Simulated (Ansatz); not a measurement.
Problem. Name crystals whose computed values (PBEsol (plane waves, PAW; program Ansatz)) fall in these windows: G_Hill (GPa) 84 to 110; Θ_D (K) 310 to 420.

Solution. 

```csv
crystal,G_Hill (GPa),Θ_D (K)
"Hf2SnC, P6_3/mmc (Hf on 4f, Sn on 2d, C on 2a)",95.7,364
"Ta3Sb, A15 (Cr3Si type)",91.5,310
"HfRu, CsCl type",103,353
"MoPt, P-6m2 (Mo on 1e, Pt on 1d)",91.0,323
"AlIr, CsCl type",105,389
```
Others may fit too.

Standing as an ambient phase not checked: Hf2SnC, P6_3/mmc (Hf on 4f, Sn on 2d, C on 2a); Ta3Sb, A15 (Cr3Si type); HfRu, CsCl type; MoPt, P-6m2 (Mo on 1e, Pt on 1d); AlIr, CsCl type. Perhaps ordered models of mixed-site phases: MoPt, P-6m2 (Mo on 1e, Pt on 1d). All cells were relaxed under the symmetry of their starts (and spin orders); stability against distortions was not tested throughout. Rows with no word on spin ran without spin polarisation. Scalar-relativistic: spin–orbit coupling is off unless named, which matters more the heavier the elements.

Potentials: the later of the program's two PAW sets.
